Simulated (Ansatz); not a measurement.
An Ansatz (an electronic-structure program) run. Input:

Ansatz 0.2 input:
```yaml
crystal:
  lattice:
    - [4.8039968449, 0.0, 0.0]
    - [0.0, 4.8661471678, 0.0]
    - [-0.8647359184, 0.0, 4.9659593647]
  atoms:
    - { symbol: Ti, position: [0.277002656, 0.4455117841, 0.7145430661] }
    - { symbol: Ti, position: [0.722997344, 0.5544882159, 0.2854569339] }
    - { symbol: Ti, position: [0.722997344, 0.9455117841, 0.7854569339] }
    - { symbol: Ti, position: [0.277002656, 0.0544882159, 0.2145430661] }
    - { symbol: O, position: [0.4463049479, 0.7420240587, 0.963362525] }
    - { symbol: O, position: [0.5536950521, 0.2579759413, 0.036637475] }
    - { symbol: O, position: [0.5536950521, 0.2420240587, 0.536637475] }
    - { symbol: O, position: [0.4463049479, 0.7579759413, 0.463362525] }
    - { symbol: O, position: [0.0635057156, 0.3223176881, 0.3522378511] }
    - { symbol: O, position: [0.9364942844, 0.6776823119, 0.6477621489] }
    - { symbol: O, position: [0.9364942844, 0.8223176881, 0.1477621489] }
    - { symbol: O, position: [0.0635057156, 0.1776823119, 0.8522378511] }
kpoints:
  mp_grid: { grid: [4, 4, 4] }
hamiltonian:
  xc: hse06
  pseudopotentials: { kind: paw }
scf:
  n_extra_bands: 12
  occupations: { method: fixed }
output:
  eigenvalues: true
  eigenstates:
    e_range: [-9.0, 12.0]
    kpoints:
      - [0.0, 0.0, 0.0]  # VBM
      - [0.5, 0.0, 0.0]  # CBM
```

Output (shortened):

```
Pseudopotentials: kind: paw
Pseudopotential: Ti, paw, valence charge 12
Pseudopotential: O, paw, valence charge 6
Functional definition: HSE06
davidson cushion auto → on  (no smearing: the cushion is to keep the highest requested band from converging to the state above it …
Crystal: 12 atoms, lattice volume = 116.089 Å³
Basis set: ecut = 420 eV, 2279 PW (Γ)
Bands: 60, of which v1, the nominal top of the filled ones, is band 48 counted from 1 (47 counted from 0)
Symmetry: 4 space group operations
Space group: P21/c (ITA 14), of the structure as read, at distance tolerance 4.9e-5 Å
k-points: 30 of 64
PAW frozen core: Ti, regenerated for the run's functional, and the local potential with it
PAW frozen core: O, regenerated for the run's functional, and the local potential with it
Initial wavefunctions: pseudopotential atomic-orbital guess
Eigensolver: davidson
Functional: x = pbe(κ = 0.804, μ = 0.2195149727645171), c = pbe(β = 0.06672455060314922), warm-up for x = pbe(κ = 0.804, μ = 0.2195149727645171) + 0.25 (exact …
SCF iter   1: F=—  HF=-14554.197996 eV  |F-HF|=—  |Δ(HF+E_count)|=         —  Δρ=7.61e-3  dr2=6.01e-2  ethr=1.77e-3  ⟨swp⟩=5.8  Hψ=7740  notcnv=0
preconditioner: auto → none
SCF iter   2: F=—  HF=-14554.219331 eV  |F-HF|=—  |Δ(HF+E_count)|=   2.13e-2  Δρ=1.08e-2  dr2=1.29e-1  ethr=6.26e-5  ⟨swp⟩=4.0  Hψ=5469  notcnv=0
iter 3 solved again at ethr=1.45e-6 eV; its pass at ethr=6.26e-5 eV (dr2=1.39e-3 eV) is discarded
SCF iter   3: F=—  HF=-14554.196188 eV  |F-HF|=—  |Δ(HF+E_count)|=   2.31e-2  Δρ=1.89e-3  dr2=1.45e-3  ethr=1.45e-6  ⟨swp⟩=3.0  Hψ=9050  notcnv=0
SCF iter   4: F=—  HF=-14554.198545 eV  |F-HF|=—  |Δ(HF+E_count)|=   2.36e-3  Δρ=2.11e-3  dr2=6.14e-3  ethr=1.45e-6  ⟨swp⟩=3.2  Hψ=5271  notcnv=0  recentre
SCF iter   5: F=-14554.197490 eV  HF=-14554.197487 eV  |F-HF|=3.10e-6  |Δ(HF+E_count)|=   1.06e-3  Δρ=2.56e-4  dr2=3.22e-5  ethr=1.45e-6  ⟨swp⟩=3.1  Hψ=5075  notcnv=0
SCF 1 stopped early in 5 iterations: F = -14554.197490 eV  dr2 = 3.22e-5
Crystal: 12 atoms, lattice volume = 116.089 Å³
Initial density: handed on by an earlier stage of this run
Initial wavefunctions: those handed on with the density
Functional: x = pbe(κ = 0.804, μ = 0.2195149727645171) + 0.25 (exact − pbe) at short range (hse, ω = 0.20786987370883472 Å⁻¹), c = pbe(β = 0.06672455060314922); HSE06 as pw.x's `hse` composes it (authors' and Libxc's form: `xc: wpbeh`)
Exchange kernel: α = 0.2500, screened, ω = 0.2079 Å⁻¹, Wigner–Seitz truncation, v(0) = 1044.9174 eV·Å³, q-mesh 4×4×4, nearest image of the exchange supercell L …
Frozen-core exchange: fock
SCF iter   1: F=—  HF=-14551.661063 eV  |F-HF|=—  |Δ(HF+E_count)|=         —  Δρ=3.77e-2  dr2=2.29e0  ethr=3.36e-7  ⟨swp⟩=7.5  Hψ=11435  notcnv=0
preconditioner: auto → none
SCF iter   2: F=—  HF=-14551.452293 eV  |F-HF|=—  |Δ(HF+E_count)|=   2.09e-1  Δρ=4.08e-2  dr2=1.93e0  ethr=3.36e-7  ⟨swp⟩=7.0  Hψ=10464  notcnv=0
SCF iter   3: F=—  HF=-14551.062561 eV  |F-HF|=—  |Δ(HF+E_count)|=   3.90e-1  Δρ=5.39e-3  dr2=4.34e-2  ethr=3.36e-7  ⟨swp⟩=6.3  Hψ=9373  notcnv=0
SCF iter   4: F=—  HF=-14551.159219 eV  |F-HF|=—  |Δ(HF+E_count)|=   9.67e-2  Δρ=4.79e-3  dr2=3.56e-2  ethr=3.36e-7  ⟨swp⟩=4.1  Hψ=7552  notcnv=0
SCF iter   5: F=—  HF=-14551.150411 eV  |F-HF|=—  |Δ(HF+E_count)|=   8.81e-3  Δρ=1.19e-3  dr2=1.15e-3  ethr=3.36e-7  ⟨swp⟩=5.0  Hψ=7372  notcnv=0
SCF iter   6: F=—  HF=-14551.151713 eV  |F-HF|=—  |Δ(HF+E_count)|=   1.30e-3  Δρ=7.29e-4  dr2=3.43e-4  ethr=3.36e-7  ⟨swp⟩=4.0  Hψ=5930  notcnv=0
SCF iter   7: F=-14551.151586 eV  HF=-14551.151616 eV  |F-HF|=3.02e-5  |Δ(HF+E_count)|=   9.68e-5  Δρ=2.32e-4  dr2=4.81e-5  ethr=3.36e-7  ⟨swp⟩=2.0  Hψ=3960  notcnv=0
SCF 2 stopped early in 7 iterations: F = -14551.151586 eV  dr2 = 4.81e-5
hybrid outer 1: dexx = +1.129e-1 eV, tail = 4.08e-4 eV
Crystal: 12 atoms, lattice volume = 116.089 Å³
Exchange kernel: α = 0.2500, screened, ω = 0.2079 Å⁻¹, Wigner–Seitz truncation, v(0) = 1044.9174 eV·Å³, q-mesh 4×4×4, nearest image of the exchange supercell L …
Frozen-core exchange: fock
SCF iter   1: F=—  HF=-14551.149464 eV  |F-HF|=—  |Δ(HF+E_count)|=         —  Δρ=3.43e-4  dr2=1.36e-4  ethr=2.12e-6  ⟨swp⟩=3.0  Hψ=4447  notcnv=0
preconditioner: auto → none
iter 2 solved again at ethr=2.74e-9 eV; its pass at ethr=1.39e-7 eV (dr2=2.63e-6 eV) is discarded
SCF iter   2: F=—  HF=-14551.149431 eV  |F-HF|=—  |Δ(HF+E_count)|=   3.25e-5  Δρ=6.53e-5  dr2=3.73e-6  ethr=2.74e-9  ⟨swp⟩=3.1  Hψ=9279  notcnv=0
SCF iter   3: F=—  HF=-14551.149442 eV  |F-HF|=—  |Δ(HF+E_count)|=   1.09e-5  Δρ=1.86e-5  dr2=1.80e-7  ethr=2.65e-9  ⟨swp⟩=5.0  Hψ=5504  notcnv=0
SCF iter   4: F=-14551.149442 eV  HF=-14551.149442 eV  |F-HF|=4.29e-8  |Δ(HF+E_count)|=   1.81e-8  Δρ=6.52e-6  dr2=9.49e-8  ethr=1.30e-10  ⟨swp⟩=3.0  Hψ=4763  notcnv=0
SCF 3 converged in 4 iterations: F = -14551.149442 eV  dr2 = 9.49e-8
hybrid outer 2: dexx = +1.372e-5 eV, tail = 3.41e-7 eV, Δε = 5.56e-3 eV (about 1.88e-4 eV left of the loop's levels)
NSCF: frozen V_eff on 2 k-points
hybrid SCF converged: 2 outer / 11 inner (+5 warm-up), last move |dexx| = 1.37e-5 eV, tail = 3.41e-7 eV
Stability not checked (fock_operator)
Free energy (F): -14551.149443 eV
Frozen-core exchange: fock
Harris-Foulkes:  -14551.149443 eV  (|F-HF|=4.29e-8)
Internal energy: -14551.149443 eV  (E = F + TS)
E sigma→0 (E₀):  -14551.149443 eV
Fermi energy:    9.379097 eV
--- Per-component energies (eV) ---
  E_band       = -886.714837
  E_kinetic    = 2504.749525
  E_local      = -5660.180879  (includes V_loc(G=0)·N_el)
  E_nonlocal   = 372.758564
  E_hartree    = 2149.610176
  E_xc         = -794.998151
  E_vxc        = -998.379477  (∫ρ·V_xc dr)
  E_exx        = -314.384784  (= α·E_x^exact, valence–valence)
  E_paw        = -5317.359245  (= ΣΔE_a)
  E_vpaw       = -776.125138  (= ΣTr[D̂ρ^β])
  E_aug_tail   = 0.020230  (compensation charges beyond the density's cutoff)
  E_ewald      = -7490.463848
  E_core_change = -0.901031  (= ΣΔE_core)
  E_smearing   =  0.000000  (= −TS)
  E_closure    =  0.000000  (closes the sum)
  Σ components = -14551.149443   (vs F -14551.149443, Δ=0.00e0)
  [band-id]    e_kinetic+e_local+e_nonlocal+2·e_hartree+e_vxc+2·e_exx+e_vpaw+e_augmentation_tail = -886.706392   (vs E_band -886.714837, Δ=8.45e-3)
--- Band table (eV; the first three rows and the last of 30) ---
  k-point 0: bands = ["-51.5576", "-51.5195", "-51.5174", "-51.5158", "-26.3621", "-26.3411", "-26.3199", "-26.2353", "-26.1641", "-26.1296", "-26.1103", "-26.0844", "-26.0717", "-26.0684", "-26.0182", "-25.9714", "-11.0123", "-9.2539", "-9.1596", "-8.8594", "-8.8038", "-8.7966", "-8.7758", "-8.5413", "3.0781", "3.1107", "3.7837", "3.8992", "3.9404", "4.1688", "4.8316", "5.4518", "5.4883", "5.6371", "5.8362", "6.0850", "6.6934", "7.0342", "7.1172", "7.2058", "7.4625", "7.9499", "7.9913", "8.2184", "8.6344", "8.7725", "9.3188", "9.3791", "13.4027", "13.4555", "13.9576", "14.0508", "14.2003", "14.2803", "14.5459", "14.8038", "14.9633", "15.2266", "15.6536", "15.6590"]
  k-point 1: bands = ["-51.5518", "-51.5236", "-51.5189", "-51.5161", "-26.3349", "-26.3140", "-26.3004", "-26.2573", "-26.1823", "-26.1324", "-26.1248", "-26.0873", "-26.0603", "-26.0535", "-26.0233", "-26.0112", "-10.7833", "-9.5427", "-9.0904", "-8.9112", "-8.8432", "-8.7862", "-8.7474", "-8.5745", "3.2222", "3.4005", "3.9323", "4.0090", "4.3734", "4.3973", "4.7066", "5.2195", "5.2367", "5.7658", "6.0474", "6.2379", "6.5968", "6.7527", "6.9720", "7.2471", "7.4808", "7.6780", "7.7767", "8.1206", "8.2783", "8.6927", "8.9742", "9.2030", "13.4304", "13.6040", "13.8287", "13.9828", "14.3371", "14.3522", "14.7462", "14.8360", "14.9695", "15.0671", "15.6393", "15.7763"]
  k-point 2: bands = ["-51.5377", "-51.5377", "-51.5175", "-51.5175", "-26.2954", "-26.2954", "-26.2658", "-26.2658", "-26.1927", "-26.1927", "-26.0913", "-26.0913", "-26.0653", "-26.0653", "-26.0328", "-26.0328", "-10.1965", "-10.1965", "-8.9610", "-8.9610", "-8.8423", "-8.8423", "-8.6772", "-8.6772", "3.6263", "3.6263", "4.0157", "4.0157", "4.5532", "4.5532", "5.0336", "5.0336", "5.6867", "5.6867", "6.0458", "6.0458", "6.4878", "6.4878", "6.8652", "6.8652", "7.4388", "7.4388", "7.9146", "7.9146", "8.2062", "8.2062", "8.9200", "8.9200", "13.6317", "13.6317", "13.8061", "13.8061", "14.4534", "14.4534", "14.7195", "14.7195", "15.1915", "15.1915", "15.7161", "15.7161"]
  k-point 29: bands = ["-51.5327", "-51.5327", "-51.5225", "-51.5225", "-26.3418", "-26.3418", "-26.3376", "-26.3376", "-26.1382", "-26.1382", "-26.0557", "-26.0557", "-26.0547", "-26.0547", "-26.0167", "-26.0167", "-9.8079", "-9.8079", "-9.3735", "-9.3735", "-8.8457", "-8.8457", "-8.7335", "-8.7335", "4.2574", "4.2574", "4.3520", "4.3520", "4.6293", "4.6293", "5.0574", "5.0574", "5.8653", "5.8653", "6.0409", "6.0409", "6.4962", "6.4962", "6.5873", "6.5873", "7.1951", "7.1951", "7.8352", "7.8352", "8.0750", "8.0750", "8.3615", "8.3615", "13.5148", "13.5148", "13.8920", "13.8920", "14.3085", "14.3085", "14.4094", "14.4094", "14.7936", "14.7936", "15.0109", "15.0109"]
  band table: 60 of 60 bands, residual norms ≤ 1.0e-3 eV
```

Cost: roughly 6 core-minutes on shared cores.

The points marked VBM and CBM come from a semilocal run.

Space group P2_1/c. The workflow started from a Materials Project entry (that database holds measured and hypothetical structures alike); the Crystallography Open Database files this formula in space group No. 14, but the cells were not matched. It is not the phase usual at ambient conditions (space group No. 61, 136, 141). The r²SCAN relaxation kept the symmetry of its start; whether a distortion lowers the energy is not shown. The run is not spin-polarised.

Potentials: the later of the program's two PAW sets.

Ansatz is a plane-wave DFT program.
